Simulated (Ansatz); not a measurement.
SiNi3:
```cif
data_Ni3Si
_chemical_formula_sum 'Si1 Ni3'
_space_group_name_H-M_alt 'P 1'
_space_group_IT_number 1
_cell_length_a 3.46097
_cell_length_b 3.46097
_cell_length_c 3.46097
_cell_angle_alpha 90.000
_cell_angle_beta 90.000
_cell_angle_gamma 90.000
loop_
_space_group_symop_operation_xyz
  'x, y, z'
loop_
_atom_site_label
_atom_site_type_symbol
_atom_site_fract_x
_atom_site_fract_y
_atom_site_fract_z
_atom_site_occupancy
Si1 Si 0.00000 0.00000 0.00000 1
Ni1 Ni 0.00000 0.50000 0.50000 1
Ni2 Ni 0.50000 0.00000 0.50000 1
Ni3 Ni 0.50000 0.50000 0.00000 1
```

Relaxed with PBEsol.

### Question
Which orbitals make up the states near the Fermi level in PBEsol in the plane-wave PAW code Ansatz?

### Answer
Within 0.5 eV of the Fermi level: Ni 3d 92 %. Projections are on Löwdin-orthogonalised atomic valence shells; empty p or d shells of many metals are not among them.

### Question
Tabulate the density of states.

### Answer
States/eV per cell of 4 atoms, in 0.25 eV bins, energy from the Fermi level.

```tsv
E (eV)	total	Ni 3d	Si 3p	Ni 4s
-7.85	0.18	0.02	0.08	0.07
-7.60	0.31	0.03	0.15	0.12
-7.35	0.44	0.05	0.20	0.16
-7.10	0.57	0.07	0.26	0.20
-6.85	0.73	0.11	0.33	0.24
-6.60	0.97	0.18	0.43	0.28
-6.35	1.38	0.31	0.60	0.35
-6.10	1.58	0.45	0.64	0.36
-5.85	1.41	0.45	0.56	0.28
-5.60	1.46	0.53	0.57	0.25
-5.35	1.95	0.84	0.70	0.30
-5.10	1.74	0.90	0.52	0.22
-4.85	1.27	0.72	0.35	0.13
-4.60	1.73	1.13	0.38	0.17
-4.35	2.49	1.60	0.60	0.23
-4.10	8.00	5.77	1.79	0.28
-3.85	5.23	3.87	0.47	0.75
-3.60	3.06	2.59	0.22	0.18
-3.35	5.92	5.33	0.25	0.21
-3.10	6.65	6.17	0.13	0.17
-2.85	4.80	4.43	0.09	0.13
-2.60	5.84	5.38	0.14	0.11
-2.35	9.54	8.85	0.28	0.10
-2.10	4.60	4.05	0.26	0.08
-1.85	3.08	2.80	0.13	0.04
-1.60	7.50	7.16	0.08	0.10
-1.35	12.80	12.27	0.11	0.23
-1.10	10.83	10.16	0.16	0.26
-0.85	8.74	7.82	0.20	0.23
-0.60	6.15	5.32	0.15	0.17
-0.35	4.05	3.86	0.03	0.03
-0.10	3.26	3.22	0.03	0.00
0.15	0.77	0.64	0.10	0.01
0.40	1.12	0.82	0.24	0.03
0.65	2.85	1.98	0.65	0.12
0.90	2.38	1.47	0.64	0.14
1.15	1.70	0.90	0.54	0.12
1.40	1.39	0.65	0.48	0.11
1.65	1.25	0.53	0.45	0.10
1.90	1.13	0.43	0.42	0.09
2.15	1.05	0.37	0.39	0.09
2.40	1.02	0.34	0.38	0.09
2.65	1.01	0.31	0.38	0.10
2.90	0.96	0.28	0.37	0.11
3.15	0.86	0.23	0.32	0.12
3.40	0.87	0.21	0.34	0.14
3.65	0.86	0.20	0.36	0.13
3.90	0.75	0.15	0.31	0.11
4.15	0.73	0.15	0.23	0.19
4.40	1.01	0.20	0.18	0.45
4.65	1.01	0.18	0.16	0.46
```

Space group Pm-3m (Cu3Au type). The cell was relaxed with PBEsol under the symmetry of its start; of distortions, only those at the zone centre were tested. No spin polarisation was allowed.

Potentials: the later of the program's two PAW sets.
